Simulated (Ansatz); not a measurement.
## Response of Li to small distortions

```
CELL_PARAMETERS angstrom
0.00000 2.20200 2.20200
2.20200 0.00000 2.20200
2.20200 2.20200 0.00000
ATOMIC_POSITIONS crystal
Li 0.00000 0.00000 0.00000
```

The cell is COD entry 9008473, as deposited and not checked against the literature; nothing was relaxed.

Computed with DFT, PBEsol, all-electron LAPW, scalar-relativistic (Ansatz 0.2.0).

Settings: a Γ-centred 13×13×13 k mesh, Fermi–Dirac smearing of 0.08 eV, basis error target 0.25 meV/atom, no spin polarisation.

The unchanged cell is at -0.67 GPa.

In a metal, stresses and small energies carry noise from the k mesh.

x, y and z are the Cartesian axes of the cell as listed; fractional coordinates follow a strain, and an engineering shear is twice the off-diagonal strain component.

Question: With this change (equal xy, yz and zx engineering shear strains of -3 %), what becomes of the energy and stress?

Answer: Energy change +1 meV/atom; stress change (xx, yy, zz, yz, xz, xy) 0.00, 0.00, 0.00, 0.21, 0.21, 0.21 GPa, compression positive.

Question: With this change (equal xy, yz and zx engineering shear strains of -1 %), what becomes of the energy and stress?

Answer: Energy change under 1 meV/atom; stress change (xx, yy, zz, yz, xz, xy) 0.00, 0.00, 0.00, 0.07, 0.07, 0.07 GPa, compression positive.

With equal xy, yz and zx engineering shear strains of +2 %: energy change under 1 meV/atom; stress change (xx, yy, zz, yz, xz, xy) 0.00, 0.00, 0.00, -0.14, -0.14, -0.14 GPa, compression positive.

Question: With this change (equal xy, yz and zx engineering shear strains of -2 %), what becomes of the energy and stress?

Answer: Energy change under 1 meV/atom; stress change (xx, yy, zz, yz, xz, xy) 0.00, 0.00, 0.00, 0.14, 0.14, 0.14 GPa, compression positive.

Question: With this change (equal xy, yz and zx engineering shear strains of +1 %), what becomes of the energy and stress?

Answer: Energy change under 1 meV/atom; stress change (xx, yy, zz, yz, xz, xy) 0.00, 0.00, 0.00, -0.06, -0.06, -0.06 GPa, compression positive.

Question: With this change (equal xy, yz and zx engineering shear strains of +3 %), what becomes of the energy and stress?

Answer: Energy change +1 meV/atom; stress change (xx, yy, zz, yz, xz, xy) 0.00, 0.00, 0.00, -0.23, -0.23, -0.23 GPa, compression positive.
